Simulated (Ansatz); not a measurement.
BiBr₃:
```
BiBr3
1.0
    3.59424     6.22066     0.00000
   -3.59424     6.22066     0.00000
   -2.36654     0.00000     6.48045
Bi Br
2 6
Direct
  0.16637   0.16637   0.00000
  0.83363   0.83363   0.00000
  0.07386   0.58286   0.74688
  0.92614   0.41714   0.25312
  0.58286   0.07386   0.25312
  0.41714   0.92614   0.74688
  0.76274   0.23726   0.74053
  0.23726   0.76274   0.25947
```

Relaxed with r²SCAN+D4. Special points in fractions of this cell's reciprocal vectors: Γ (0.000, 0.000, 0.000); Y (0.500, 0.500, 0.000); M (0.500, 0.500, 0.500); A (0.000, 0.000, 0.500); L2 (0.000, 0.500, 0.500); V2 (0.000, 0.500, 0.000).

List the band energies nearest the valence-band maximum at these points for the program Ansatz at the r²SCAN+D4 level (PAW).

In eV from the valence-band maximum; about four levels below and three above (degenerate sets whole), none deeper than 8.9 eV; points with the same levels are listed once.

```
k                           below           above
--  -----------------------------  --------------
Γ         -0.67 -0.56 -0.45 -0.19  3.26 3.80 3.95
Y         -0.67 -0.38 -0.35 -0.06  3.60 3.66 3.83
M   -0.79 -0.78 -0.76 -0.34 -0.30  3.49 3.92 4.37
A          -0.66 -0.61 -0.20 0.00  3.10 3.78 3.96
L2        -0.65 -0.61 -0.49 -0.23  3.52 3.60 4.25
V2        -0.69 -0.57 -0.20 -0.14  3.60 3.89 4.01
```

Space group C2/m. The workflow started from a Materials Project entry (that database holds measured and hypothetical structures alike); the Crystallography Open Database files this formula in space group No. 12, but the cells were not matched. Whether it is the stable phase at ambient conditions was not checked. The cell was relaxed with r²SCAN+D4 under the symmetry of its start; whether a distortion lowers the energy is not shown. Spin–orbit coupling is left out wherever it is not named.

Potentials: the later of the program's two PAW sets.
